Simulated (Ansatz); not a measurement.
GaPt₃:
```xyz
8
Lattice="-2.7487 2.7487 3.9639 2.7487 -2.7487 3.9639 2.7487 2.7487 -3.9639" Properties=species:S:1:pos:R:3 pbc="T T T"
Ga     2.7487     0.0000     1.9819
Ga     0.0000     2.7487     1.9819
Pt     1.1349     1.6138     0.0000
Pt     1.6138     1.1349     3.9639
Pt     3.8835     1.1349     0.0000
Pt    -1.1349     1.6138     3.9639
Pt     0.0000     0.0000     1.9819
Pt     0.0000     0.0000     5.9458
```

Relaxed with r²SCAN.

Problem. Map the electron localisation function on the plane through (0.250, 0.750, 0.500) spanned by u = [1, 0, 1] and v = [0, 1, 1] in lattice vectors, from r²SCAN (plane waves, PAW; program Ansatz).

Solution. x is the fraction of u, y of v (the angle between them is 90°; rows are the nearest grid lines); atoms in the plane: Ga at (0.00, 0.00), Ga at (0.50, 0.50), Pt at (0.00, 0.50), Pt at (0.50, 0.00).
```
y \ x   0.000  0.0741  0.185  0.259  0.370  0.444  0.556  0.630  0.741  0.815  0.926   1.00
------  -----  ------  -----  -----  -----  -----  -----  -----  -----  -----  -----  -----
1.00    0.578   0.037  0.218  0.311  0.579  0.673  0.673  0.579  0.311  0.218  0.037  0.578
0.926   0.037   0.115  0.220  0.284  0.501  0.663  0.663  0.501  0.284  0.220  0.115  0.037
0.852   0.221   0.214  0.211  0.201  0.315  0.463  0.463  0.315  0.201  0.211  0.214  0.221
0.778   0.283   0.271  0.152  0.123  0.237  0.298  0.298  0.237  0.123  0.152  0.271  0.283
0.704   0.326   0.296  0.184  0.132  0.224  0.247  0.247  0.224  0.132  0.184  0.296  0.326
0.630   0.579   0.501  0.264  0.221  0.200  0.213  0.214  0.200  0.221  0.264  0.501  0.579
0.556   0.673   0.663  0.338  0.293  0.213  0.044  0.044  0.214  0.293  0.338  0.663  0.673
0.444   0.673   0.663  0.338  0.293  0.214  0.044  0.045  0.213  0.293  0.338  0.663  0.673
0.370   0.579   0.501  0.264  0.221  0.200  0.214  0.213  0.200  0.221  0.264  0.501  0.579
0.296   0.326   0.296  0.184  0.132  0.224  0.247  0.247  0.224  0.132  0.184  0.296  0.326
0.222   0.283   0.271  0.152  0.123  0.237  0.298  0.298  0.237  0.123  0.152  0.271  0.283
0.148   0.221   0.214  0.211  0.201  0.315  0.463  0.463  0.315  0.201  0.211  0.214  0.221
0.0741  0.037   0.115  0.220  0.285  0.501  0.663  0.663  0.501  0.284  0.220  0.115  0.037
0.000   0.578   0.037  0.218  0.311  0.579  0.673  0.673  0.579  0.311  0.218  0.037  0.578
```

The density is the valence pseudo-density with augmentation charge, so density and ELF within about 1 Å of a nucleus are not all-electron values.

Space group I4/mcm. The first step of the workflow began from a Materials Project structure, measured or hypothetical; the Crystallography Open Database copy checked does not list it. COD files the formula under space group No. 127, so this cell is another polymorph or a model. Its standing as an ambient phase is unchecked. The r²SCAN relaxation kept the symmetry of its start; its stability against distortions is not shown here. The run is not spin-polarised. Spin–orbit coupling is left out wherever it is not named.

Potentials: the later of the program's two PAW sets.
